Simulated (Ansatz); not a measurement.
Level: PBE, no spin polarisation; 420 eV; 6×6×5 Γ-centred mesh; fermi-dirac occupations (width 0.1 eV); Ansatz 0.2.0, fixed geometry.

Computed maps in the lattice plane spanned by a (left to right, 6.95 Å, 21 points from zero) and c (bottom to top, 6.96 Å, 21 points from zero), 90° apart, at height 0.000 along b. The fields are smooth PAW ones with compensation charges, not the true ones near nuclei.

Valence density. Digits on a logarithmic scale: 0 up to 0.03 e/Å³, each further digit a factor of 1.6, 9 from 1.3 e/Å³ up:
```
999666542100123334599
997788764211245554569
667888875322467776555
468866886423578888644
468864886434688778753
357888875445787378753
246788765455788788753
124566555677788887642
012344446999977765421
001223457999985543210
001234558999975432210
012456777999964444321
124678888777655566542
235788788755456788764
335787378754457888875
435787788643468846886
444688887532468866886
655567776422357888876
996545554211246788779
999543332100124566699
999644321000012344699
```

The cell is Rb2Mn2CuBr2. Which atoms lie within 0.2 Å of this plane, and where (fractions of a and c)?

Cu at (0.00, 0.00), Cu at (0.50, 0.50), Br at (0.22, 0.78), Br at (0.28, 0.28), Br at (0.78, 0.22), Br at (0.72, 0.72). The whole cell:
```
CELL_PARAMETERS angstrom
0.00000 6.94684 0.00000
7.79481 -3.47342 0.00000
0.00000 0.00000 -6.96411
ATOMIC_POSITIONS crystal
Rb 0.36720 0.73440 0.00000
Rb 0.13280 0.26560 0.50000
Rb 0.63280 0.26560 0.00000
Rb 0.86720 0.73440 0.50000
Cu 0.00000 0.00000 0.00000
Cu 0.50000 0.00000 0.50000
Br 0.22100 0.00000 0.77900
Br 0.27900 0.00000 0.27900
Br 0.77900 0.00000 0.22100
Br 0.72100 0.00000 0.72100
Mn 0.15550 0.31100 0.00000
Mn 0.34450 0.68900 0.50000
Mn 0.84450 0.68900 0.00000
Mn 0.65550 0.31100 0.50000
```

Origin: a known structure type with other elements, at an estimated volume, so it need not be a known compound. Caveats: no spin polarisation, so a magnetic state may lie lower.
